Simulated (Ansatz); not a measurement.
KBr: excitons and shallow donors from band masses and screening

Level of theory: DFT r2SCAN, scalar-relativistic, plane waves, PAW (Ansatz 0.2.0).

Cutoff 500 eV; k points 6×6×6 on the computed 2-atom cell (Γ-centred); Gaussian smearing, width 0.02 eV; no spin polarisation.

Relaxed cell: Fm-3m, a = 6.604 Å, b = 6.604 Å, c = 6.604 Å, α = 90.00°, β = 90.00°, γ = 90.00°, 2 atoms in the primitive cell.

The calculation gives a Kohn–Sham gap of 5.07 eV, an electron mass of 0.386 mₑ and a hole mass of 1.39 mₑ (harmonic means over x, y, z and over the bands degenerate at each edge), and ε∞ = 2.64 (independent particles, mean of the diagonal).

Problem. Estimate the binding energy and radius of a Wannier–Mott exciton and of a shallow donor, and say whether the hydrogenic model can hold.

Solution. The reduced mass is μ = mₙmₕ/(mₙ + mₕ) = 0.302 mₑ, with mₙ and mₕ the band masses. With E_b = 13.606 eV × μ/ε² and a = 0.529 Å × ε/μ (μ in mₑ) the exciton has E_b = 592 meV and a = 4.6 Å. For a donor μ is the electron mass: 755 meV and 3.6 Å. The radius isn't large against the shortest lattice vector (4.67 Å), so the continuum picture is doubtful and the numbers are only a scale. In a polar crystal the ions screen too, so a state bound more weakly than an optical phonon feels the larger static constant, which lowers the energy and widens the orbit. The other way, the small Kohn–Sham gap and the missing local fields make ε∞ too large and the masses tend to be too light, which underbinds.

Cost: 4 runs of about 0.97 core-minutes in all, on Arm Neoverse V1 (shared hosts).